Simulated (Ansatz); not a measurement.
VBiO4 in space group I4_1/amd (No. 141; V on 4b, Bi on 4a, O on 16h), the program Ansatz at the PBEsol level (PAW), all energies at zero smearing, with the estimated change up to a 700 eV cutoff added, with one set of potentials and settings (totals compare only within such a set). Cell of 12 atoms (2 V, 2 Bi, 8 O): -34745.117 eV.

```csv
element,reference phase,E (eV/atom)
V,"Im-3m, 1 atoms in the cell",-2885.2930
Bi,"R-3m, 2 atoms in the cell",-12242.0039
O,"C2/m, 4 atoms in the cell, spin-polarised",-558.3554
```

Formation energy per atom, worked out: (-34745.117 − 2×(-2885.2930) − 2×(-12242.0039) − 8×(-558.3554))/12 = -1.973 eV/atom (-190 kJ per mol of atoms), at 0 K, without zero-point energy or fitted corrections.

The workflow started from a Materials Project entry (that database holds measured and hypothetical structures alike); the Crystallography Open Database files this formula in space group No. 141, but the cells were not matched. It is not the phase usual at ambient conditions (space group No. 88). Symmetry was held in the PBEsol relaxation; whether a distortion lowers the energy is not shown. No spin polarisation was allowed. No Hubbard U is applied. The references are the lowest solids computed at this level, not always the standard phases (solids in place of the gases). Spin–orbit coupling is left out wherever it is not named.

Potentials: the later of the program's two PAW sets.
